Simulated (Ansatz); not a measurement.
Starting structure, F put at a top Ag site (Ag, Fm-3m (No. 225), (1 0 0) face):

```yaml
crystal:
  lattice:
    - [2.86690, 0.00000, 0.00000]
    - [0.00000, 2.86690, 0.00000]
    - [0.00000, 0.00000, 25.08162]
  atoms:
    - { symbol: Ag, position: [0.50000, 0.50000, 0.33889] }
    - { symbol: Ag, position: [0.00000, 0.00000, 0.41972] }
    - { symbol: Ag, position: [0.50000, 0.50000, 0.50082] }
    - { symbol: Ag, position: [0.00000, 0.00000, 0.57992] }
    - { symbol: F, position: [0.00000, 0.00000, 0.66046] }
```

Method: Ansatz 0.2.0, DFT PBEsol, scalar-relativistic, plane waves, PAW. Settings: cutoff 420 eV, Γ-centred mesh 10×10×1 on the computed 5-atom cell, Gaussian smearing of 0.10 eV; no spin polarisation. A dipole correction removes the field between periodic images along c.

Atoms 1, 2 (counted from 1) are held. The cell is fixed. Force threshold 0.03 eV/Å.

| step | E − E_final (eV) | largest force (eV/Å) |
| --- | --- | --- |
| 1 | 0.037 | 0.869 |
| 2 | 0.007 | 0.410 |
| 3 | 0.001 | 0.098 |
| 4 | 0.000 | 0.001 |

Q: What is the final structure?

A:
```yaml
crystal:
  lattice:
    - [2.86690, 0.00000, 0.00000]
    - [0.00000, 2.86690, 0.00000]
    - [0.00000, 0.00000, 25.08162]
  atoms:
    - { symbol: Ag, position: [0.50000, 0.50000, 0.33889] }
    - { symbol: Ag, position: [0.00000, 0.00000, 0.41972] }
    - { symbol: Ag, position: [0.50000, 0.50000, 0.49984] }
    - { symbol: Ag, position: [0.00000, 0.00000, 0.57881] }
    - { symbol: F, position: [0.00000, 0.00000, 0.65625] }
```

The end is the local minimum or symmetric point that this start leads to. The slab is only 6.1 Å thick, so the energy isn't converged with thickness.

Spin polarisation was left out, and a magnetic state may lie lower.

Cost: 1 run of about 1.4 core-minutes, on Arm Neoverse V2 (shared hosts).